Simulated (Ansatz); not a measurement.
Al2O3: two-dimensional strain map

Level of theory: DFT LDA, scalar-relativistic, plane waves, PAW (Ansatz 0.2.0). Cutoff 420 eV, Γ-centred 12×12×4 k-points, Gaussian smearing of 0.05 eV. No spin polarisation. Energies are free energies at this smearing, counted from the undisturbed cell; pressure is positive in compression.

Reference structure (as given, not relaxed at this level; it stands at -7.0 GPa; this form isn't the usual structure):

```xyz
5
Lattice="2.8843 0.0000 0.0000 -1.4422 2.4979 0.0000 0.0000 0.0000 9.3368" Properties=species:S:1:pos:R:3 pbc="T T T"
Al    1.4422    2.4979    1.4004
Al    1.4422    2.4979    7.9363
O     0.0000    1.6653    2.0757
O     1.4422    0.8326    0.0000
O     0.0000    1.6653    7.2610
```

The cell holds layers and no dispersion correction was added, so their binding is poorly described.

The cell is strained by p along both x and y and by q along z, fractional coordinates fixed. Points are written (p, q).

p was sampled at -0.030, -0.015, 0.000, 0.015, 0.030 and q at -0.030, -0.015, 0.000, 0.015, 0.030.

Question: Where on the computed points is the energy highest, and how high?

Answer: At (0.030, 0.030): 93.9 meV/atom.

Question: Away from (0, 0), which computed point is lowest?

Answer: (-0.015, -0.015): -14.5 meV/atom.

The map, in meV/atom:

| p \ q | -0.030 | -0.015 | 0.000 | 0.015 | 0.030 |
| --- | --- | --- | --- | --- | --- |
| -0.030 | -3.0 | -5.9 | -4.5 | 0.9 | 10.2 |
| -0.015 | -13.5 | -14.5 | -11.4 | -4.5 | 6.1 |
| 0.000 | -5.1 | -4.5 | 0.0 | 8.2 | 20.0 |
| 0.015 | 20.1 | 22.1 | 27.8 | 37.1 | 49.8 |
| 0.030 | 60.2 | 63.4 | 70.2 | 80.5 | 93.9 |